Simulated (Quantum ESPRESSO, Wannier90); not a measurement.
**Nb (bcc (W type)), plane waves to Wannier functions**

```
begin unit_cell_cart
ang
   -1.6588150000    1.6588150000    1.6588150000
    1.6588150000   -1.6588150000    1.6588150000
    1.6588150000    1.6588150000   -1.6588150000
end unit_cell_cart
begin atoms_frac
Nb   0.0000000000  0.0000000000  0.0000000000
end atoms_frac
```

Cell from Materials Project (mp-75), symmetrised, no further relaxation. This is the element's usual structure. Computed values, not measurements, from PBEsol: Quantum ESPRESSO (norm-conserving PseudoDojo potentials, cutoff 66 Ry, spinors with spin-orbit coupling) on a Γ-centred 10×10×10 mesh, then Wannier90. Density: 18×18×18 mesh, cold smearing 0.01 Ry.

A tight-binding model is made by disentanglement and projection with no localisation steps (num_iter = 0), so the 18 orbitals stay atom-like: hydrogen-like Nb: s;p;d, axes along x, y, z; frozen window up to 1.50 eV relative to the Fermi level. It follows pw.x to 7.2 meV rms for states up to 1.0 eV relative to the Fermi level. Matrix elements depend on this choice of orbitals and windows.

Task: What are the on-site energies relative to the Fermi level, and how fast do the hoppings decay?

Result: 
```
atom                       orbitals  energy (eV)
----  -----------------------------  -----------
Nb1                           s↑ s↓         8.09
Nb1         pz↑ pz↓ px↑ px↓ py↑ py↓        13.75
Nb1       dz2↑ dz2↓ dx2-y2↑ dx2-y2↓         1.83
Nb1   dxz↑ dxz↓ dyz↑ dyz↓ dxy↑ dxy↓         2.18
```

| distance of the centres (Å) | largest modulus (eV) |
|---|---|
| 2–3 | 1.2 |
| 3–4 | 2.5 |
| 4–5 | 0.14 |
| 5–6 | 0.33 |
| 6–7 | 0.13 |
| 7–8 | 0.034 |
| 8–9 | 0.030 |
| 9–10 | 0.031 |
| 10–11 | 0.0044 |
